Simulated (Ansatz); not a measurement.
Input file for Ansatz (an electronic-structure program):

Ansatz 0.2 input:
```yaml
crystal:
  lattice:
    - [0.0, 2.8434311199, 2.8434311199]
    - [2.8434311199, 0.0, 2.8434311199]
    - [2.8434311199, 2.8434311199, 0.0]
  atoms:
    - { symbol: Tl, position: [0.0, 0.0, 0.0] }
    - { symbol: F, position: [0.5, 0.5, 0.5] }
kpoints:
  mp_grid: { grid: [8, 8, 8] }
hamiltonian:
  xc: r2scan
  dispersion: d4
  pseudopotentials: { kind: paw }
scf:
  occupations: { method: fixed }
checkpoint: { read: static.run }
output: { bader: true, populations: true }
```

Output (shortened):

```
Pseudopotential: Tl, paw, valence charge 13
Pseudopotential: F, paw, valence charge 7
Functional definition: r2SCAN
Crystal: 2 atoms, lattice volume = 45.979 Å³
Basis set: ecut = 500 eV, 1211 PW (Γ), exchange–correlation on 120×120×120 points (64 copies of the dense FFT grid, shifted against one another)
Bands: 14, of which v1, the nominal top of the filled ones, is band 10 counted from 1 (9 counted from 0)
Symmetry: 48 space group operations
Space group: Fm-3m (ITA 225), of the structure as read, at distance tolerance 3.6e-5 Å
k-points: 29 of 512
Stability of the state it starts from, as read at its close in the unpolarized treatment …
iter 1 solved again at ethr=4.62e-8 eV; its pass at ethr=3.10e-3 eV (dr2=9.24e-6 eV) is discarded
SCF iter   1: F=—  HF=-12269.275377 eV  |F-HF|=—  |Δ(HF+E_count)|=         —  Δρ=2.15e-7  dr2=1.45e-11  dr2_τ=1.48e-12  ethr=4.62e-8  ⟨swp⟩=3.0  Hψ=3071  notcnv=0  defer=49
preconditioner: auto → none
SCF iter   2: F=-12269.275377 eV  HF=-12269.275377 eV  |F-HF|=4.18e-11  |Δ(HF+E_count)|=   1.63e-9  Δρ=4.04e-7  dr2=4.18e-11  dr2_τ=5.09e-12  ethr=1.00e-12  ⟨swp⟩=7.5  Hψ=1739  notcnv=0
WARN: dispersion: an atom stands within reach of a switch of its C6 between two reference coordination numbers of its element …
SCF 1 converged in 2 iterations: F = -12269.275377 eV  dr2 = 4.18e-11
SCF converged after 2 iterations
Free energy (F): -12269.275377 eV
Harris-Foulkes:  -12269.275377 eV  (|F-HF|=4.18e-11)
Internal energy: -12269.275377 eV  (E = F + TS)
E sigma→0 (E₀):  -12269.275377 eV
Fermi energy:    4.319404 eV
--- Per-component energies (eV) ---
  E_band       = -73.636036
  E_kinetic    = 539.255722
  E_local      = -1580.228138  (includes V_loc(G=0)·N_el)
  E_nonlocal   = 390.956337
  E_hartree    = 586.762818
  E_xc         = -298.561549
  E_vxc        = -273.800347  (∫ρ·V_xc dr)
  E_paw        = -10391.750939  (= ΣΔE_a)
  E_vpaw       = -344.251414  (= ΣTr[D̂ρ^β])
  E_aug_tail   = 0.001009  (compensation charges beyond the density's cutoff)
  E_vtau       = 20.904944  (kinetic-family band-sum trace: ∫τ·v_τ [+ j·A + Jᵃ·Aᵃ] dr)
  E_ewald      = -1516.508189
  E_disp       = -0.210818  (pairwise vdW)
  E_core_change = 1.008369  (= ΣΔE_core)
  E_smearing   =  0.000000  (= −TS)
  E_closure    = 0.000000  (closes the sum)
  Σ components = -12269.275377   (vs F -12269.275377, Δ=0.00e0)
  [band-id]    e_kinetic+e_local+e_nonlocal+2·e_hartree+e_vxc+e_vpaw+e_augmentation_tail+e_vtau = -73.636251   (vs E_band -73.636036, Δ=-2.15e-4)
--- Band table (eV; the first three rows and the last of 29) ---
  k-point 0: bands = ["-17.5894", "-5.3767", "-5.3767", "-5.3767", "-5.2577", "-5.2577", "-0.2685", "2.0274", "2.0274", "2.0274", "14.3612", "14.3612", "14.3612", "16.9562"]
  k-point 1: bands = ["-17.5820", "-5.3783", "-5.3664", "-5.3664", "-5.2653", "-5.2653", "-0.3231", "2.0559", "2.0559", "2.2740", "12.5759", "13.9166", "13.9166", "16.3053"]
  k-point 2: bands = ["-17.5643", "-5.3856", "-5.3588", "-5.3588", "-5.2657", "-5.2657", "-0.3994", "2.1259", "2.1259", "2.9077", "10.0079", "13.0837", "13.0837", "15.9510"]
  k-point 28: bands = ["-17.5368", "-5.3462", "-5.3462", "-5.2705", "-5.2355", "-5.2150", "0.7942", "1.4468", "1.4468", "3.5169", "9.4828", "9.4828", "10.4911", "18.3288"]
--- Löwdin populations: 2 sites ---
  site symbol       q [e]
     0     Tl     12.4192
     1      F      7.5488
  spilling = 0.001598 (of n_electrons = 20.000000)
--- Bader charges: 2 sites ---
  site symbol  charge [e]  shift [e]
     0     Tl      0.8319     0.0000
     1      F     -0.8319     0.0000
  shift: an alarm, by how much a part of what the PAW files miss would move the charge. Where it is large, compare
  with a run on PAW files of another source; a small one proves nothing
  estimated error of the sums over rays = 1.5e-4 e
```

Cost: very roughly 21 core-seconds on shared cores.

The workflow started from an entry of the Crystallography Open Database (COD); the relaxed space group is not among those it files for this formula. COD files the formula under space group No. 28, 57, 69, 129, 139, so this cell is another polymorph or a model. Its standing as an ambient phase is unchecked. Symmetry was held in the r²SCAN+D4 relaxation; whether a distortion lowers the energy is not shown. Scalar-relativistic: spin–orbit coupling is off unless named, which matters more the heavier the elements.

Potentials: the later of the program's two PAW sets.

Ansatz is a plane-wave DFT program.
